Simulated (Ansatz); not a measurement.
TiTe2 (CdI2 type)

```yaml
crystal:
  lattice:
    - [7.56793, 0.00000, 0.00000]
    - [-1.89198, 3.27701, 0.00000]
    - [0.00000, 0.00000, 6.60161]
  atoms:
    - { symbol: Ti, position: [0.00000, 0.00000, 0.00000] }
    - { symbol: Ti, position: [0.50000, 0.00000, 0.00000] }
    - { symbol: Te, position: [0.16667, 0.66667, 0.25685] }
    - { symbol: Te, position: [0.66667, 0.66667, 0.25685] }
    - { symbol: Te, position: [0.33333, 0.33333, 0.74315] }
    - { symbol: Te, position: [0.83333, 0.33333, 0.74315] }
```

Scan: atom 3 (Te, nearest neighbour Ti at 2.765 Å; its periodic images, 3.8 Å or more away, move with it) is displaced along Cartesian x, direction (1.000, 0.000, 0.000) in Cartesian axes, by s. The other atoms stay.

All values below come from r2SCAN+rVV10 (plane waves to 500 eV, PAW, scalar-relativistic; Ansatz, a quantum-chemistry and plane-wave program). k mesh 11×11×6 (Γ-centred), Fermi-Dirac smearing 0.05 eV. Stress and pressure are positive under compression. With partly filled bands, energies and forces of such displacements shift with the k mesh and the smearing. F∥ is the force on the atom along that direction. F⊥ is the part of the force across the line. Spin-orbit coupling is left out, though Te is heavy. TiTe2 is run without spin polarisation. TiTe2 was relaxed with its symmetry unable to fall. 

```json
[
 {"s (Å)": "-0.280", "F∥ (eV/Å)": "1.549", "P (GPa)": "0.6", "|F⊥| (eV/Å)": "0.395"},
 {"s (Å)": "-0.224", "F∥ (eV/Å)": "1.233", "P (GPa)": "0.4", "|F⊥| (eV/Å)": "0.251"},
 {"s (Å)": "-0.168", "F∥ (eV/Å)": "0.921", "P (GPa)": "0.2", "|F⊥| (eV/Å)": "0.147"},
 {"s (Å)": "-0.112", "F∥ (eV/Å)": "0.612", "P (GPa)": "0.1", "|F⊥| (eV/Å)": "?"},
 {"s (Å)": "-0.056", "F∥ (eV/Å)": "0.305", "P (GPa)": "0.0", "|F⊥| (eV/Å)": "0.039"},
 {"s (Å)": "0.000", "F∥ (eV/Å)": "-0.001", "P (GPa)": "0.0", "|F⊥| (eV/Å)": "0.003"},
 {"s (Å)": "0.056", "F∥ (eV/Å)": "-0.308", "P (GPa)": "0.0", "|F⊥| (eV/Å)": "?"},
 {"s (Å)": "0.112", "F∥ (eV/Å)": "-0.617", "P (GPa)": "0.1", "|F⊥| (eV/Å)": "0.152"},
 {"s (Å)": "0.168", "F∥ (eV/Å)": "-0.930", "P (GPa)": "0.2", "|F⊥| (eV/Å)": "?"},
 {"s (Å)": "0.224", "F∥ (eV/Å)": "-1.249", "P (GPa)": "0.4", "|F⊥| (eV/Å)": "0.440"},
 {"s (Å)": "0.280", "F∥ (eV/Å)": "-1.575", "P (GPa)": "0.6", "|F⊥| (eV/Å)": "?"}
]
```

Question: Some entries are withheld; supply them.

Answer: 
- -0.112, |F⊥| (eV/Å): 0.080
- 0.056, |F⊥| (eV/Å): 0.061
- 0.168, |F⊥| (eV/Å): 0.277
- 0.280, |F⊥| (eV/Å): 0.640

(For displaced atoms, the force is minus the slope of the energy, and its curvature is a force constant, which sets phonon frequencies.)
